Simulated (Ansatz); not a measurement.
# Conduction electrons in Na (P6_3/mmc)

```yaml
crystal:
  lattice:
    - [3.71547, 0.00000, 0.00000]
    - [-1.85773, 3.21769, 0.00000]
    - [0.00000, 0.00000, 6.07760]
  atoms:
    - { symbol: Na, position: [0.33333, 0.66667, 0.25000] }
    - { symbol: Na, position: [0.66667, 0.33333, 0.75000] }
```

The conventional cell has a = 3.715 Å, b = 3.715 Å, c = 6.078 Å, α = 90.00°, β = 90.00°, γ = 120.00°. Na (atom 1) is surrounded by 12 Na at 3.72 Å.

Level of theory, where no other is named: PBEsol, all-electron LAPW in Ansatz 0.2.0, scalar-relativistic. k mesh 12×12×6, fine mesh 16×16×12, Fermi-Dirac smearing of 0.080 eV, basis error target 1 meV/atom. The cell was relaxed by PAW under this functional. This phase needn't be the one found at ambient conditions.

Levels and slopes are solved on a 16×16×12 mesh, and each state is taken as quadratic over its cell.

(1) What is the density of states at the Fermi level, and which bare Sommerfeld coefficient follows?

(2) What Drude plasma energy and σ/τ do the band velocities give?

(3) Which bands cross the Fermi level, and what do they carry?

(4) Map the plane k₃ = 1/2 of the mesh: how many bands lie under the Fermi level at each point, counted from the least on the plane?

(5) On PAW files the program sums the optical response inside the mesh cells, interband lines and its own Drude term. Where does ε₁ rise through zero (a sharp plasmon if ε₂ is small there), and how much light is reflected?

(6) What does PAW give for the same cell?

Answers

(1) N(E_F) = 0.453 states/eV/atom (both spins), so γ = (π²/3) k_B² N(E_F) = 1.07 mJ/(mol-atom K²) without electron-phonon or spin-fluctuation enhancement.

(2) (ħω_p,α)² = (e²/ε₀VN_k) Σ_nkσ (∂E/∂k_α)² δ(E − E_F) gives ħω_p = (6.08, 6.08, 5.89) eV along x, y, z, and σ/τ = ε₀ω_p² = 7.55×10²⁰ Ω⁻¹m⁻¹s⁻¹ along x. Weighted by the density of states, the mean Fermi speed is 1.05×10⁶ m/s; the surface has an area of 10.7 Å⁻² for each spin direction.

(3) 

```tsv
band	filled part	N (states/eV/cell)	speed (10⁶ m/s)	5th to 95th percentile	area (Å⁻²)	filling
1	0.74	0.485	1.06	0.86 to 1.30	5.76	partly filled
2	0.26	0.421	1.04	0.88 to 1.15	4.91	partly filled
```

(4) k₁ runs to the right and k₂ upwards, each from −½ to ½ with 0 in the middle (the axes needn't be at right angles):
```
0002222000000000
0022222220000000
0222222222200000
0222222222220000
0222222222222000
0222222222222200
0022222222222200
0022222222222220
0002222222222220
0002222222222222
0000222222222222
0000022222222222
0000002222222222
0000000022222220
0000000000222200
0000000000000000
```

(5) 

```
Fine mesh                         : 16, 16, 12
Window top                        : 30 eV
Line width                        : 0.15 eV
Drude damping                     : 0.05 eV
ε₁ rises through zero at x        : 5.86 eV
ε₂ there x                        : 0.03
ε₁ rises through zero at z        : 5.86 eV
ε₂ there z                        : 0.03
Plasma energy (x, y, z)           : 6.02, 6.02, 6.033 eV
Reflectivity at 1 eV, x-polarised : 0.9818
Reflectivity at 2 eV, x-polarised : 0.9797
Reflectivity at 3 eV, x-polarised : 0.9704
```

The plasma energy here is the program's own sum at the run's smearing; it differs from the value above by up to 2 %, through mesh and smearing.

(6) N(E_F) = 0.453 states/eV/atom and ħω_p,x = 6.08 eV.

Keep in mind: these sums move with the mesh, by several per cent and more for small sheets; frozen-core PAW files fitted under PBE, their cores solved anew for the functional of the run.
